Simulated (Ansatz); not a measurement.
Given:

CuIr2S4:
```xyz
14
Lattice="0.0000 4.9272 4.9272 4.9272 0.0000 4.9272 4.9272 4.9272 0.0000" Properties=species:S:1:pos:R:3 pbc="T T T"
Cu     2.4636     2.4636     2.4636
Cu     0.0000     0.0000     0.0000
Ir     3.6954     3.6954     6.1590
Ir     3.6954     6.1590     3.6954
Ir     6.1590     6.1590     6.1590
Ir     6.1590     3.6954     3.6954
S      6.0617     3.7926     6.0617
S      8.5253     8.5253     8.5253
S      3.7926     6.0617     6.0617
S      6.2562     6.2562     8.5253
S      6.0617     6.0617     3.7926
S      8.5253     6.2562     6.2562
S      3.7926     3.7926     3.7926
S      6.2562     8.5253     6.2562
```

This is the r²SCAN-relaxed structure.

**Question.** All from r²SCAN (plane waves, PAW; program Ansatz), unless another level is named. Give the electronic character.

**Answer.** metallic (no gap).

**Question.** Predict the formation energy from the elements (no fitted shifts).

**Answer.** -495 meV/atom.

**Question.** And the gap with spin–orbit coupling?

**Answer.** none (metallic).

Space group Fd-3m (spinel). The first step of the workflow began from a Materials Project structure, measured or hypothetical; the Crystallography Open Database files this formula in space group No. 227, but the cells were not matched. Whether it is the stable phase at ambient conditions was not checked. Symmetry was held in the r²SCAN relaxation; its stability against distortions is not shown here. The run is not spin-polarised. The references are the lowest solids computed at this level, not always the standard phases. Spin–orbit coupling is left out wherever it is not named.

Potentials: the later of the program's two PAW sets.
